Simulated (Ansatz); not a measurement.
Ca₇H₁₂Cl₂: checking a database structure before trusting its electric field gradients

The cell is a Materials Project structure (computed, not necessarily an observed phase).

```cif
data_Ca7H12Cl2
_symmetry_space_group_name_H-M 'P-6'
_symmetry_Int_Tables_number 174
_cell_length_a 9.3152
_cell_length_b 9.3152
_cell_length_c 3.6719
_cell_angle_alpha 90.000
_cell_angle_beta 90.000
_cell_angle_gamma 120.000
loop_
_atom_site_label
_atom_site_type_symbol
_atom_site_symmetry_multiplicity
_atom_site_Wyckoff_symbol
_atom_site_fract_x
_atom_site_fract_y
_atom_site_fract_z
Ca1 Ca 1 f 0.6667 0.3333 0.5000
Ca2 Ca 3 k 0.0777 0.4386 0.5000
Ca5 Ca 3 j 0.7814 0.0514 0.0000
H8 H 3 k 0.3913 0.1759 0.5000
H10 H 3 k 0.3021 0.3921 0.5000
H14 H 3 j 0.5649 0.1182 0.0000
H15 H 3 j 0.0575 0.2854 0.0000
Cl20 Cl 1 b 0.0000 0.0000 0.5000
Cl21 Cl 1 c 0.3333 0.6667 0.0000
```

One atom of each set is listed.

The numbers come from a DFT calculation in Ansatz (PBE, plane waves and PAW, scalar-relativistic, 420 eV cutoff, Γ-centred 4×4×8 k-points, Fermi–Dirac smearing 0.05 eV).

Problem. Do the atoms and the cell lie near the calculated equilibrium?

Solution. Yes. The largest force is 0.036 eV/Å, on atom 7 (Ca: 7 H at 2.29–2.40 Å, 2 Cl at 2.95 Å), and the pressure is 0.2 GPa.
